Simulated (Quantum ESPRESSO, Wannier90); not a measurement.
## KTaO$_{3}$ (cubic perovskite): Wannier90 run

```xyz
5
Lattice="3.9949 0.0000 0.0000 0.0000 3.9949 0.0000 0.0000 0.0000 3.9949" Properties=species:S:1:pos:R:3 pbc="T T T"
K      1.9974     1.9974     1.9974
Ta     0.0000     0.0000     0.0000
O      0.0000     1.9974     0.0000
O      1.9974     0.0000     0.0000
O      0.0000     0.0000     1.9974
```

Cell from Materials Project (mp-3614), symmetrised, no further relaxation. COD (Crystallography Open Database) records the formula in this space group. Ideal cubic forms of this type are often high-temperature phases that distort on cooling; symmetry holds the cell here, and its stability was not tested. Method: PBEsol plane waves in Quantum ESPRESSO 7.5 (PseudoDojo norm-conserving files, 68 Ry, spinors with spin-orbit coupling), Bloch states on a 6×6×6 mesh through Γ, Wannier90 4.0.1. Density: 8×8×8 mesh, cold smearing 0.01 Ry.

A tight-binding model is made by disentanglement and projection with no localisation steps (num_iter = 0), so the 28 orbitals stay atom-like: hydrogen-like Ta: d; O: p, axes along x, y, z; frozen window up to 3.50 eV relative to the valence-band maximum. It follows pw.x to 1.3 meV rms for states up to 3.0 eV relative to the valence-band maximum. Matrix elements depend on this choice of orbitals and windows.

Question: What are the on-site energies relative to the valence-band maximum, and how fast do the hoppings decay?

Answer: 
```json
[
 {"atom": "Ta2", "orbitals": "dz2↑ dz2↓ dx2-y2↑ dx2-y2↓", "energy (eV)": "6.90"},
 {"atom": "Ta2", "orbitals": "dxz↑ dxz↓ dyz↑ dyz↓ dxy↑ dxy↓", "energy (eV)": "3.15"},
 {"atom": "O3", "orbitals": "pz↑ pz↓ px↑ px↓", "energy (eV)": "-1.22"},
 {"atom": "O3", "orbitals": "py↑ py↓", "energy (eV)": "-1.80"},
 {"atom": "O4", "orbitals": "pz↑ pz↓ py↑ py↓", "energy (eV)": "-1.22"},
 {"atom": "O4", "orbitals": "px↑ px↓", "energy (eV)": "-1.80"},
 {"atom": "O5", "orbitals": "pz↑ pz↓", "energy (eV)": "-1.80"},
 {"atom": "O5", "orbitals": "px↑ px↓ py↑ py↓", "energy (eV)": "-1.22"}
]
```

| distance of the centres (Å) | largest modulus (eV) |
|---|---|
| 1–2 | 3.3 |
| 2–3 | 0.50 |
| 3–4 | 0.23 |
| 4–5 | 0.055 |
| 5–6 | 0.042 |
| 6–7 | 0.010 |
| 7–8 | 0.0090 |
| 8–9 | 0.0018 |
| 9–10 | 0.0055 |
| 10–11 | 0.0012 |

Effective spin-orbit constants λ of λ L·S, from the same-site elements px↑–py↑ (λ/2) and dx2-y2↑–dxy↑ (λ), where they are among the larger elements: Ta2 d 0.34 eV.
